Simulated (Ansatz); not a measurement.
# One run on GdCd (Pm-3m): U = 3 eV on Gd f

Level of theory: Ansatz 0.2.0, DFT, PBEsol+U, PAW with Ansatz's default frozen-core files, scalar-relativistic.

Command: `ansatz run input.yaml --threads 1 --pin off --max-ram 3072MiB --backend cpu --events-out ev --progress --plain --runs-dir out`

```yaml
crystal:
  lattice:
    - [3.75958674, 0.0, 0.0]
    - [0.0, 3.75958674, 0.0]
    - [0.0, 0.0, 3.75958674]
  atoms:
    - { symbol: Gd, position: [0.5, 0.5, 0.5], spin: -7.0 }
    - { symbol: Cd, position: [0.0, 0.0, 0.0] }
magnetization:
  spin_polarized: true
kpoints:
  mp_grid: { grid: [8, 8, 8] }
scf:
  occupations: { method: fermi_dirac, width: 0.05 }
hamiltonian:
  xc: pbesol
  pseudopotentials: { kind: paw }
  hubbard: { sites: [{ species: Gd, l: f, u_eff: 3 }] }
output:
  forces: true
  stress: true
  eigenvalues: true
  hubbard: { sites: [{ species: Gd, l: f }] }
  populations: true
  write_density: true
  write_potential: true
  elf: true
  volumetric_format: npy
```

Output:

```
Gd: projections on atomic orbitals take those of the free atom [Kr 4d10] 4f7 5s2 5p6 5d1 6s2, of charge +0.00 (hamiltonian.pseudopotentials.projection_atoms); the dataset's partial waves leave at most 2.5e-4 of an orbital's norm unspanned inside its sphere
Cd: projections on atomic orbitals take those of the free atom [Ar 3d10] 4s2 4p6 4d10 5s2, of charge +0.00 (hamiltonian.pseudopotentials.projection_atoms); the dataset's partial waves leave at most 1.3e-5 of an orbital's norm unspanned inside its sphere
Engine: ansatz 0.2.0
Pseudopotentials: kind: paw
Pseudopotential: Gd, paw, valence charge 18, recommended cutoff 420 eV (normal), Gd.paw.azcp
Pseudopotential: Cd, paw, valence charge 20, recommended cutoff 420 eV (normal), Cd.paw.azcp
Functional definition: PBEsol
  exchange = pbesol_x
  correlation = pbesol_c
Crystal: 2 atoms, lattice volume = 53.140 Å³
Basis set: ecut = 420 eV, 1021 PW (Γ), exchange–correlation on 54×54×54 points (8 copies of the dense FFT grid, shifted against one another)
Bands: 27, of which v1, the nominal top of the filled ones, is band 19 counted from 1 (18 counted from 0)
Symmetry: 48 space group operations
Space group: Pm-3m (ITA 221), of the structure as read, at distance tolerance 3.8e-5 Å
Magnetic group: BNS 221.92 (UNI 1594), of the structure as read, at distance tolerance 3.8e-5 Å
k-points: 35 of 512
Non-local potential: Gd, projectors of the file, l = 0: 3, l = 1: 2, l = 2: 2, l = 3: 3
Non-local potential: Cd, projectors of the file, l = 0: 3, l = 1: 2, l = 2: 2, l = 3: 1
PAW form: soft (Blöchl's): semilocal exchange-correlation on the pseudo side does not see the compensation charge
PAW frozen core: Gd, regenerated for the run's functional, and the local potential with it (the file was generated under x = pbe(κ = 0.804, μ = 0.2195149727645171), c = pbe(β = 0.06672455060314922))
PAW frozen core: Cd, regenerated for the run's functional, and the local potential with it (the file was generated under x = pbe(κ = 0.804, μ = 0.2195149727645171), c = pbe(β = 0.06672455060314922))
PAW one-centre angular grid: Gd, 590 points (default); XC on 64 Gauss nodes
PAW one-centre angular grid: Cd, 590 points (default); XC on 64 Gauss nodes
Initial density: superposition of atomic densities (chi_scale 0.1, normalization cell)
Starting moments: Σ|m| = 7 μB on 1 of 2 sites
Initial wavefunctions: pseudopotential atomic-orbital guess
Functional: x = pbesol(κ = 0.804, μ = 0.12345679012345678), c = pbesol(β = 0.046)
iter 1 solved again at ethr=2.70e-3 eV; its pass at ethr=3.10e-3 eV (dr2=1.03e0 eV) is discarded
SCF iter   1: F=—  HF=-17412.294859 eV  |F-HF|=—  |Δ(HF+E_count)|=         —  Δρ=3.46e-2 (↑3.46e-2 ↓2.03e-2)  dr2=1.02e0  dr2_m=1.80e-1  M=-7.291 μB ∫|m|=7.295 μB  β_m=0.30  ethr=2.70e-3  ⟨swp⟩=1.0  Hψ=9087  notcnv=0
Mixer restart at iter 1: flushing history
[...]
SCF iter   8: F=—  HF=-17412.634650 eV  |F-HF|=—  |Δ(HF+E_count)|=   2.22e-5  Δρ=9.62e-5 (↑9.62e-5 ↓7.76e-5)  dr2=1.91e-5  dr2_m=9.40e-7  M=-7.755 μB ∫|m|=7.756 μB  β_m=0.96  ethr=2.26e-7  ⟨swp⟩=2.1  Hψ=2409  notcnv=0
SCF iter   9: F=—  HF=-17412.634653 eV  |F-HF|=—  |Δ(HF+E_count)|=   3.32e-6  Δρ=1.70e-5 (↑1.70e-5 ↓9.60e-6)  dr2=3.63e-7  dr2_m=1.46e-8  M=-7.757 μB ∫|m|=7.759 μB  β_m=0.98  ethr=5.04e-8  ⟨swp⟩=2.0  Hψ=2762  notcnv=0
SCF iter  10: F=—  HF=-17412.634654 eV  |F-HF|=—  |Δ(HF+E_count)|=   2.07e-7  Δρ=4.93e-6 (↑4.22e-6 ↓4.93e-6)  dr2=2.68e-8  dr2_m=3.08e-9  M=-7.757 μB ∫|m|=7.759 μB  β_m=0.96  ethr=9.55e-10  ⟨swp⟩=2.1  Hψ=2949  notcnv=0
SCF iter  11: F=-17412.634654 eV  HF=-17412.634654 eV  |F-HF|=1.15e-9  |Δ(HF+E_count)|=   9.18e-9  Δρ=1.42e-6 (↑1.20e-6 ↓1.42e-6)  dr2=1.40e-9  dr2_m=5.05e-10  M=-7.756 μB ∫|m|=7.758 μB  ethr=7.04e-11  ⟨swp⟩=5.6  Hψ=10942  notcnv=0
[...]
  E_hubbard    = 0.042882  (on-site DFT+U / exact-exchange correction)
  E_vhub       = -10.448404  (the Hubbard potential's part of the band-sum identity)
  E_paw        = -10356.701499  (= ΣΔE_a)
  E_vpaw       = -639.486337  (= ΣTr[D̂ρ^β])
  E_aug_tail   = 0.000013  (compensation charges beyond the density's cutoff)
  E_ewald      = -5039.658665
  E_core_change = 1.003131  (= ΣΔE_core)
  E_smearing   = -0.018169  (= −TS)
  E_closure    = 0.000000  (closes the sum)
  Σ components = -17412.634654   (vs F -17412.634654, Δ=0.00e0)
--- Forces (eV/Å), atoms counted from 1 ---
  atom   1  Gd    -0.00000000    -0.00000000    -0.00000000
  atom   2  Cd    -0.00000000     0.00000000     0.00000000
  max |Σ_I F_I| component: 6.64e-30 eV/Å
--- Stress (GPa, compression-positive) ---
       -2.164457       0.000000       0.000000
        0.000000      -2.164457       0.000000
        0.000000       0.000000      -2.164457
  P = ⅓ Tr σ = -2.1645 GPa (-21.645 kbar)
--- Band table (eV; the first three rows and the last of 70) ---
  k-point 0 ↑: bands = ["-89.0729", "-50.1417", "-50.1417", "-50.1417", "-29.0181", "-7.0359", "-7.0359", "-7.0359", "4.7527", "4.7527", "5.0020", "5.0020", "5.0020", "6.9305", "14.0938", "14.0938", "14.8154", "14.8154", "14.8154", "14.8296", "14.8296", "14.8296", "14.8991", "18.2119", "18.2119", "18.2119", "18.4895"]
  k-point 1 ↑: bands = ["-89.0729", "-50.1419", "-50.1417", "-50.1417", "-29.0158", "-7.0868", "-7.0322", "-7.0322", "4.7613", "4.7953", "4.9959", "4.9959", "5.0054", "7.1584", "13.9889", "14.1220", "14.7784", "14.8192", "14.8192", "14.8253", "14.8357", "14.8357", "14.8992", "17.0947", "17.0947", "17.9137", "18.2047"]
  k-point 2 ↑: bands = ["-89.0729", "-50.1424", "-50.1417", "-50.1417", "-29.0102", "-7.2071", "-7.0234", "-7.0234", "4.7821", "4.8979", "4.9814", "4.9814", "5.0136", "7.8130", "13.1813", "14.1960", "14.7768", "14.8120", "14.8347", "14.8347", "14.8510", "14.8510", "14.8996", "16.1003", "16.1003", "17.7732", "18.1872"]
  k-point 34 ↓: bands = ["-89.0862", "-50.1549", "-50.1549", "-50.1549", "-32.1733", "-9.6638", "-9.6638", "-9.6638", "4.8493", "4.8493", "4.8493", "5.2113", "5.2113", "6.5554", "6.5905", "6.5905", "6.5905", "6.6306", "6.6306", "6.6306", "11.3913", "11.3913", "11.3913", "13.3898", "18.2369", "18.2369", "18.2369"]
Occupation matrices written to <dir>
--- Löwdin populations: 2 sites ---
  site symbol       q [e]    m [muB]
     0     Gd     18.5641    -7.6849
     1     Cd     19.0373     0.0193
  spilling = 0.010489 (of n_electrons = 38.000000)
--- Occupation matrices: 1 shell (run DFT+U table (all-electron-ortho-atomic); ε = 2.40e-4) ---
  Gd0 f_4F: site group Oh (m-3m)
  Gd0 f_4F up     Tr n = 0.0257  λ = 0.002 0.002 0.002 0.002 0.006 0.006 0.006  [3× z3 0.33 (T1u 1.00) T1u(1.00) | xyz 1.00 (A2u 1.00) A2u(1.00) | 3× z(x2-y2) 0.33 (T2u 1.00) T2u(1.00)]
  Gd0 f_4F dn     Tr n = 6.9970  λ = 0.999 0.999 0.999 0.999 1.000 1.000 1.000  [4× z3 0.25 (T1u 0.75) T1u(0.75) | 3× z(x2-y2) 0.33 (T2u 1.00) T2u(1.00)]
  Tr n, λ and their labels are of the run-group-symmetrised matrices; stabiliser: 48 of 96 elements of G0×{1,Θ} (closed), max defect 4.0e-15 at τ = 5.1e-5
```

populations.tsv:

```
# site	symbol	l	j	q_up	q_dn
# orbitals = lowdin
# n_electrons = 38.000000
# spilling = 0.010489
# projection_atom_Gd: [Kr 4d10] 4f7 5s2 5p6 5d1 6s2
# projection_atom_Cd: [Ar 3d10] 4s2 4p6 4d10 5s2
0	Gd	0_5S	-	0.990947	0.989530
0	Gd	0_6S	-	0.454327	0.465413
0	Gd	1_5P	-	2.987983	2.994896
0	Gd	2_5D	-	0.978642	1.676976
0	Gd	3_4F	-	0.027678	6.997685
1	Cd	0_4S	-	0.993834	0.994192
1	Cd	0_5S	-	0.579519	0.553111
1	Cd	1_4P	-	2.996460	2.997462
1	Cd	2_4D	-	4.958491	4.964278
```

Site moments (μB): Gd1 -7.32, Cd2 -0.06. Cell moment -7.76 μB.

The magnetic group in the log treats spin as a scalar label, without spin–orbit coupling.

The PAW files were made with PBE; the program remakes their cores once for the run's functional and then keeps them frozen. Spin–orbit coupling is left out although heavy atoms are present. With open f shells a run can end in a state that isn't the lowest. The magnetic state is the one that this cell and start allow. It needn't be the compound's measured order, which may need a larger cell or be absent.

It took 12 s on 1 thread of Arm Neoverse V1, with other jobs on the host, peak memory 0.45 GiB.
